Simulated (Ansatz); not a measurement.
Spin spirals in GdZr (P-6m2)

```yaml
crystal:
  lattice:
    - [3.39391, 0.00000, 0.00000]
    - [-1.69695, 2.93921, 0.00000]
    - [0.00000, 0.00000, 5.44617]
  atoms:
    - { symbol: Gd, position: [0.66667, 0.33333, 0.50000] }
    - { symbol: Zr, position: [0.33333, 0.66667, 0.00000] }
```

The geometry is a structure from the Materials Project, held fixed and not relaxed.

Common settings: LDA, 15×15×6 k mesh, Fermi–Dirac smearing of 0.05 eV. PAW means Ansatz 0.2.0 on its default frozen-core files; LAPW is all-electron LAPW in Ansatz 0.2.0. Site moments are integrated in spheres about the atoms, whose radii differ between the methods. Start moments of the first PAW run (μB): Gd1 7.1.

Flat spirals without spin–orbit coupling: moments start in the xy plane and turn about z by q·R from cell to cell, and their directions inside a cell are free. q runs from Γ to K = (0.333, 0.333, 0.000) in reciprocal cell vectors. Energies count from each method's run at q = 0. Each q is a vector of the k mesh, and the mesh is shifted by q/2 where needed, so that both spin components are sampled on the same points as at q = 0.

Problem. Where along the line is the energy lowest?

Solution. q = 0 is the lowest point, but the next lies within 2.0 meV per cell, which this mesh may not resolve.
```
fraction of Γ–K  |q| (1/Å)  ΔF PAW (meV/cell)  ΔF LAPW (meV/cell)  largest moment, PAW (μB)
          0.000      0.000                0.0                 0.0                      7.15
          0.200      0.247               +1.1                +1.1                      7.13
          0.400      0.494               +2.5                +2.4                      7.11
          0.600      0.741               +4.4                   –                      7.09
          0.800      0.987               +4.0                   –                      7.08
          1.000      1.234               +3.9                   –                      7.08
```

The PAW files were made with PBE; the program remakes their cores once for the run's functional and then keeps them frozen. Without U a semilocal functional puts the f levels too near the Fermi level, which can change moments and the order of magnetic states; site and cell moments are spin moments. Spin–orbit coupling is left out although heavy atoms are present. In at least one run the program's final test of stability wasn't made or came to no verdict. With open f shells a run can end in a state that isn't the lowest. These are results for the start and cell typed. The real compound can order otherwise, in a larger cell, or not at all, since semilocal functionals without spin fluctuations often overstate magnetism; near a collapse of the moment, mesh and smearing move it by tens of per cent. Left out because it didn't converge or finish: PAW, cone of 15 degrees at 0 of the way from Γ to K.
